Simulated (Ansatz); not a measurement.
# Relaxation of ZrBeB

Method: DFT PBEsol, scalar-relativistic, plane waves, PAW in Ansatz. Run with 420 eV cutoff, 15×15×12 k-mesh, Gaussian smearing of 0.10 eV, no spin polarisation.

What was changed: biaxial strain in the a-b plane, c and atoms relaxed: -2.0 %.

Input:

```yaml
crystal:
  lattice:
    - [3.3271377796, 0.0, 0.0]
    - [-1.6635688898, 2.881385839, 0.0]
    - [0.0, 0.0, 3.4923595352]
  atoms:
    - { symbol: Zr, position: [0.0, 0.0, 0.0] }
    - { symbol: Be, position: [0.3333333333, 0.6666666667, 0.5] }
    - { symbol: B, position: [0.6666666667, 0.3333333333, 0.5] }
basis:
  ecutwfc: 420
kpoints:
  mp_grid: { grid: [15, 15, 12] }
hamiltonian:
  xc: pbesol
scf:
  occupations: { method: gaussian, width: 0.1 }
output:
  forces: true
  stress: true
  eigenvalues: true
relax:
  adjacent_minimum: "off"
  f_tol: 0.008
  max_steps: 40
  cell: { stress_tol: 0.05, fix: [a, b, gamma] }
```

F is the free energy. Steps run on the plane waves of an earlier cell, but the last one, and at times one on the way, on a freshly chosen basis, so a repeated geometry can differ a little in energy. The held parts of the cell keep their stress, so P needn't end at zero.

Steps:

| step | F − F(1) (eV) | largest force component (eV/Å) | V (Å³/atom) | P (GPa) |
| --- | --- | --- | --- | --- |
| 1 | 0.0000 | 0.000 | 11.160 | 5.74 |
| 2 | 0.0000 | 0.000 | 11.155 | 5.82 |
| 3 | 0.0000 | 0.000 | 11.158 | 5.78 |
| 4 | 0.0000 | 0.000 | 11.158 | 5.78 |

Relaxed structure:

```cif
data_structure
_symmetry_space_group_name_H-M 'P 1'
_symmetry_Int_Tables_number 1
_cell_length_a 3.3271
_cell_length_b 3.3271
_cell_length_c 3.4917
_cell_angle_alpha 90.000
_cell_angle_beta 90.000
_cell_angle_gamma 120.000
_cell_volume 33.47
loop_
_atom_site_label
_atom_site_type_symbol
_atom_site_fract_x
_atom_site_fract_y
_atom_site_fract_z
_atom_site_occupancy
Zr1 Zr 0.00000 0.00000 0.00000 1
Be1 Be 0.33333 0.66667 0.50000 1
B1 B 0.66667 0.33333 0.50000 1
```

It takes space group P-6m2 (No. 187, hexagonal). The conventional cell has a = 3.327 Å, b = 3.327 Å, c = 3.492 Å, α = 90.00°, β = 90.00°, γ = 120.00°. Around Zr (site symmetry -6m2) lie 6 Be at 2.60 Å and 6 B at 2.60 Å. Be (site symmetry -6m2) has 3 B at 1.92 Å as nearest neighbours. Around B (site symmetry -6m2) lie 3 Be at 1.92 Å.

The run converged. The run took about 40 core-seconds.